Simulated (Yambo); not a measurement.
G0W0@PBEsol for RbH (rock salt, space group Fm-3m, No. 225) in Yambo (4×4×4 mesh, 10 Ry block, plasmon pole, screening fixed), without a terminator:

```csv
bands N in G,gap L → L (eV),shift of the valence edge (eV)
37,5.158,-1.616
71,5.243,-1.800
117,5.267,-1.864
```

Problem. Extrapolate both columns to infinite N with E(N) = E∞ + A/N, test the form, and compare with the terminator.

Solution. From two points, E∞ = (N2 E2 − N1 E1)/(N2 − N1). The two largest N give 5.30 eV for the gap and -1.96 eV for the shift; the two smallest give 5.34 eV and -2.00 eV. For the gap the slopes A are -6.6 and -4.3 eV: the form isn't reached, and its limit is uncertain. For the shift the slopes A are 14 and 12 eV: the form isn't reached, and its limit is uncertain. With the Bruneval-Gonze terminator and 117 bands the run gives 5.27 eV and -1.90 eV, 0.04 eV and 0.06 eV from the extrapolated values: the terminator too is an estimate of the remainder. Block, mesh and the bands in W are held fixed.

Geometry of the Materials Project entry, not relaxed at this level; primitive cell a = b = c = 4.248 Å, α = β = γ = 60.00°.

A shift is the quasiparticle energy of the state minus its PBEsol energy.
